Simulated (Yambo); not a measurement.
```
TlBr
1.0
    3.91368     0.00000     0.00000
    0.00000     3.91368     0.00000
    0.00000     0.00000     3.91368
Br Tl
1 1
Direct
  0.50000   0.50000   0.50000
  0.00000   0.00000   0.00000
```

TlBr (CsCl type, space group Pm-3m, No. 221): mean Im ε in 1 eV windows above the direct gap of 3.35 eV, for different electron-hole kernels (Yambo, broadening 0.15 eV, norm-conserving PBE (Quantum ESPRESSO, 60 Ry, without SOC) bands; 8×8×8 mesh, 4 valence and 5 conduction bands, static screening with 32 bands and a 4 Ry block, scissor 1.62 eV, Tamm-Dancoff; field along x).

```json
[
 {"window (eV)": "3.3 to 4.3", "independent quasiparticles": "1.0", "RPA (no attraction)": "0.9", "BSE": "2.8"},
 {"window (eV)": "4.3 to 5.3", "independent quasiparticles": "3.7", "RPA (no attraction)": "3.2", "BSE": "8.3"},
 {"window (eV)": "5.3 to 6.3", "independent quasiparticles": "8.5", "RPA (no attraction)": "6.7", "BSE": "13"},
 {"window (eV)": "6.3 to 7.3", "independent quasiparticles": "11", "RPA (no attraction)": "9.6", "BSE": "5.8"},
 {"window (eV)": "7.3 to 8.3", "independent quasiparticles": "5.8", "RPA (no attraction)": "5.7", "BSE": "3.2"},
 {"window (eV)": "8.3 to 9.3", "independent quasiparticles": "4.0", "RPA (no attraction)": "4.2", "BSE": "2.4"}
]
```

This run doesn't resolve bound excitons or single peaks, so only averages are given, and they too depend on the mesh; weight that the attraction moves below the gap isn't listed. All transitions below 12.96 eV are in the band window. The scissor comes from a G0W0 run whose convergence isn't established.

Spin-orbit coupling is left out; with 6p states at a band edge it can lower the gap by many tenths of an eV, most of a small gap.

Bands and orbitals come from the standard potentials; the scissor and the G0W0 gaps come from a run at the same geometry on the stringent ones, which hold whole semicore shells in the valence.

Geometry relaxed with PBEsol.
